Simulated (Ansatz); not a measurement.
Ti$_{3}$Al in space group P6_3/mmc (No. 194; Ti on 6h, Al on 2c) at seven volumes, plane-wave PAW r²SCAN (Ansatz code), shape and atoms relaxed at each. One row is withheld.

| V (Å³/atom) | P (GPa) |
|---|---|
| 15.067 | 13.53 |
| 15.564 | 8.38 |
| 16.061 | 3.90 |
| 16.557 | 0.00 |
| 17.054 | -3.39 |
| 17.551 | -6.34 |
| 18.048 | ? |

Task: Fit the shown pressures and predict the withheld one.

Result: P = (3/2)B₀(x^(7/2) − x^(5/2))[1 + (3/4)(B′ − 4)(x − 1)] with x = (V₀/V)^(2/3). Least squares on the six rows gives V₀ = 16.558 Å³/atom, B₀ = 121 GPa, B′ = 3.61. At V = 18.048, x = 0.9442 and P = -8.92 GPa. The run itself gave -8.91 GPa.

Symmetry was held in the r²SCAN relaxation. No spin polarisation was allowed.

Potentials: the later of the program's two PAW sets.
